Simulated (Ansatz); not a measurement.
## Clamped-ion strain scan in Ge

Method: DFT PBEsol, scalar-relativistic, plane waves, PAW (Ansatz). The runs took a 420 eV cutoff, a Γ-centred 12×12×4 mesh and Gaussian smearing (0.15 eV). No spin polarisation. Energies are free energies at this smearing, counted from the undisturbed cell; pressure is positive in compression.

The undisturbed cell (relaxed at this level; this form isn't the usual structure):

```yaml
crystal:
  lattice:
    - [4.00416, 0.00000, 0.00000]
    - [-2.00208, 3.46771, 0.00000]
    - [0.00000, 0.00000, 13.14505]
  atoms:
    - { symbol: Ge, position: [0.00000, 0.00000, 0.40681] }
    - { symbol: Ge, position: [0.00000, 0.00000, 0.59319] }
    - { symbol: Ge, position: [0.00000, 0.00000, 0.90681] }
    - { symbol: Ge, position: [0.00000, 0.00000, 0.09319] }
    - { symbol: Ge, position: [0.33333, 0.66667, 0.34414] }
    - { symbol: Ge, position: [0.66667, 0.33333, 0.65586] }
    - { symbol: Ge, position: [0.66667, 0.33333, 0.84414] }
    - { symbol: Ge, position: [0.33333, 0.66667, 0.15586] }
```

The cell is strained by ε times the Voigt pattern (1, -1, 0, 0, 0, 0) (xx, yy, zz, yz, xz, xy; engineering shear) with fractional coordinates fixed. The cell is metallic on the mesh throughout.

| ε | ΔE (meV/atom) | stress summed along the pattern (GPa, tension positive) | pressure (GPa) |
| --- | --- | --- | --- |
| -0.0600 | 67.7 | -15.44 | 1.1 |
| -0.0450 | 38.3 | -11.78 | 0.6 |
| -0.0300 | 17.1 | -7.95 | 0.3 |
| -0.0150 | 4.3 | -4.02 | 0.1 |
| 0.0000 | 0.0 | 0.00 | 0.0 |
| 0.0150 | 4.3 | 4.07 | 0.1 |
| 0.0300 | 17.4 | 8.16 | 0.3 |
| 0.0450 | ? | 12.29 | ? |
| 0.0525 | ? | ? | 0.8 |
| 0.0600 | ? | 16.49 | ? |

(1) Give the withheld values.

Answers

(1) ΔE (meV/atom) at ε = 0.0450: 39.4; pressure (GPa) at ε = 0.0450: 0.6; ΔE (meV/atom) at ε = 0.0525: 53.7; stress summed along the pattern (GPa, tension positive) at ε = 0.0525: 14.38; ΔE (meV/atom) at ε = 0.0600: 70.4; pressure (GPa) at ε = 0.0600: 1.1.